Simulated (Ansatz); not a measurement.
Input and command of a calculation in Ansatz (plane waves; scalar-relativistic PAW potentials unless the input names others):

```yaml
crystal:
  lattice:
    - [7.1379041793, 0.0, 0.0]
    - [0.0, 7.1379041793, 0.0]
    - [0.0, 0.0, 1.9916954262]
  atoms:
    - { symbol: B, position: [0.0, 0.0, 0.0] }
    - { symbol: B, position: [0.5, 0.5, 0.0] }
    - { symbol: B, position: [0.2685602034, 0.7685602034, 0.5] }
    - { symbol: B, position: [0.2314397966, 0.2685602034, 0.5] }
    - { symbol: B, position: [0.7314397966, 0.2314397966, 0.5] }
    - { symbol: B, position: [0.7685602034, 0.7314397966, 0.5] }
    - { symbol: F, position: [0.3826636894, 0.8826636894, 0.0] }
    - { symbol: F, position: [0.1173363106, 0.3826636894, 0.0] }
    - { symbol: F, position: [0.6173363106, 0.1173363106, 0.0] }
    - { symbol: F, position: [0.8826636894, 0.6173363106, 0.0] }
basis:
  ecutwfc: 420
kpoints:
  mp_grid: { grid: [6, 6, 18] }
hamiltonian:
  xc: pbe
scf:
  occupations: { method: gaussian, width: 0.1 }
output:
  forces: true
  eigenvalues: true
  stress: true
total_charge: -1
```

```bash
ansatz run input.yaml --threads 1 --pin off --max-ram 2560MiB --backend cpu --events-out ev --progress --plain --runs-dir out
```

Abridged log:
```
Basis set: ecut = 420 eV, 2011 PW (Γ), exchange–correlation on 96×96×30 points (8 copies of the dense FFT grid, shifted against one another)
Bands: 34, of which v1, the nominal top of the filled ones, is band 24 counted from 1 (23 counted from 0)
Symmetry: 16 space group operations
k-points: 100 of 648
SCF iter   1: F=—  HF=-4148.959394 eV  |F-HF|=—  |Δ(HF+E_count)|=         —  Δρ=9.62e-2  dr2=1.28e1  ethr=1.77e-3  ⟨swp⟩=5.8  Hψ=14812  notcnv=0  defer=108
SCF iter   2: F=—  HF=-4146.459141 eV  |F-HF|=—  |Δ(HF+E_count)|=    2.50e0  Δρ=2.57e-2  dr2=1.09e0  ethr=1.77e-3  ⟨swp⟩=2.9  Hψ=7482  notcnv=0  defer=475
SCF iter   3: F=—  HF=-4146.243509 eV  |F-HF|=—  |Δ(HF+E_count)|=   2.16e-1  Δρ=1.46e-2  dr2=5.49e-1  ethr=1.77e-3  ⟨swp⟩=1.9  Hψ=4555  notcnv=0  defer=476
SCF iter   4: F=—  HF=-4146.030191 eV  |F-HF|=—  |Δ(HF+E_count)|=   2.13e-1  Δρ=3.93e-3  dr2=5.06e-2  ethr=1.17e-3  ⟨swp⟩=2.7  Hψ=4675  notcnv=0  defer=476
SCF iter   5: F=—  HF=-4146.017965 eV  |F-HF|=—  |Δ(HF+E_count)|=   1.22e-2  Δρ=2.04e-3  dr2=6.34e-3  ethr=1.08e-4  ⟨swp⟩=2.0  Hψ=6254  notcnv=0  defer=473
SCF iter   6: F=—  HF=-4146.018121 eV  |F-HF|=—  |Δ(HF+E_count)|=   1.56e-4  Δρ=4.39e-4  dr2=2.94e-4  ethr=1.35e-5  ⟨swp⟩=2.0  Hψ=4657  notcnv=0  defer=473
SCF iter   7: F=—  HF=-4146.018239 eV  |F-HF|=—  |Δ(HF+E_count)|=   1.18e-4  Δρ=1.17e-4  dr2=1.13e-5  ethr=6.26e-7  ⟨swp⟩=2.0  Hψ=4850  notcnv=0  defer=473
SCF iter   8: F=—  HF=-4146.018303 eV  |F-HF|=—  |Δ(HF+E_count)|=   6.36e-5  Δρ=2.40e-5  dr2=5.29e-7  ethr=2.40e-8  ⟨swp⟩=2.1  Hψ=5189  notcnv=0  defer=473
SCF iter   9: F=-4146.018303 eV  HF=-4146.018303 eV  |F-HF|=6.83e-9  |Δ(HF+E_count)|=   3.30e-7  Δρ=5.05e-6  dr2=2.77e-8  ethr=2.13e-10  ⟨swp⟩=11.3  Hψ=17398  notcnv=0
SCF 1 converged in 9 iterations: F = -4146.018303 eV  dr2 = 2.77e-8
SCF converged after 9 iterations
Free energy (F): -4146.018303 eV
Harris-Foulkes:  -4146.018303 eV  (|F-HF|=6.83e-9)
Internal energy: -4146.001482 eV  (E = F + TS)
E sigma→0 (E₀):  -4146.009892 eV
Entropy (-TS):   -0.016822 eV (-1.682 meV/atom)
Fermi energy:    6.302166 eV
--- Forces (eV/Å), atoms counted from 1 ---
  atom   1  B      0.00000000     0.00000000     0.00000000
  atom   2  B      0.00000000     0.00000000     0.00000000
  atom   3  B     -0.68553460    -0.68553460     0.00000000
  atom   4  B      0.68553460    -0.68553460     0.00000000
  atom   5  B      0.68553460     0.68553460     0.00000000
  atom   6  B     -0.68553460     0.68553460     0.00000000
  atom   7  F      0.62134131     0.62134131     0.00000000
  atom   8  F     -0.62134131     0.62134131     0.00000000
  atom   9  F     -0.62134131    -0.62134131     0.00000000
  atom  10  F      0.62134131    -0.62134131     0.00000000
--- Stress (GPa, compression-positive) ---
        1.212511       0.000000       0.000000
        0.000000       1.212511       0.000000
        0.000000       0.000000      -0.926463
  P = ⅓ Tr σ = 0.4995 GPa (4.995 kbar)
```

Apart from outputs, empty bands and the relaxation, which only the reference makes, the input differs from a reference run on usual settings in total_charge: not typed → -1. The reference, at the same geometry, ended its own course with pressure -0.01 GPa, largest force 0.000 eV/Å, no gap on the mesh. This run converged in 9 SCF iterations with a total energy on another zero, pressure 0.50 GPa (with the neutralising background of the charged cell), largest force 0.969 eV/Å, no gap on the mesh.

Time: 20 s on 1 thread of Arm Neoverse V2 (shared host), peak memory 0.49 GiB.